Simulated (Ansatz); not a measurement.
Input:

InAs:
```
CELL_PARAMETERS angstrom
      3.50586     0.00000     0.00000
      0.00000     3.50586     0.00000
      0.00000     0.00000     3.50586
ATOMIC_POSITIONS crystal
  In 0.00000 0.00000 0.00000
  As 0.50000 0.50000 0.50000
```

This is the PBEsol-relaxed structure.

### Question
All from the program Ansatz at the PBEsol level (PAW), unless another level is named. Predict the bulk modulus (Birch–Murnaghan fit).

### Answer
66.0 GPa.

### Question
Predict the elastic constants (relaxed ions, GPa).

### Answer
C11 = 67.6, C12 = 66.7, C44 = 16.1.

### Question
What about the highest zone-centre frequency?

### Answer
2.69 THz.

Space group Pm-3m (CsCl type). A made-up cell: these elements were put on the sites of a structure type; neither database checked (COD, Materials Project) lists it. It is not the phase usual at ambient conditions (space group No. 216). Symmetry was held in the PBEsol relaxation; its stability against distortions is not shown here. As this level gives no gap, shear constants depend on the k-mesh and smearing (Fermi–Dirac, 0.1 eV here). As this level gives no gap, phonon frequencies hold no LO–TO term and depend on the k-mesh and smearing (Fermi–Dirac, 0.1 eV here).

Potentials: the earlier of the program's two PAW sets. The files were generated under PBE; for other functionals the program regenerates the frozen cores, and for LDA and PBEsol the local potential too.
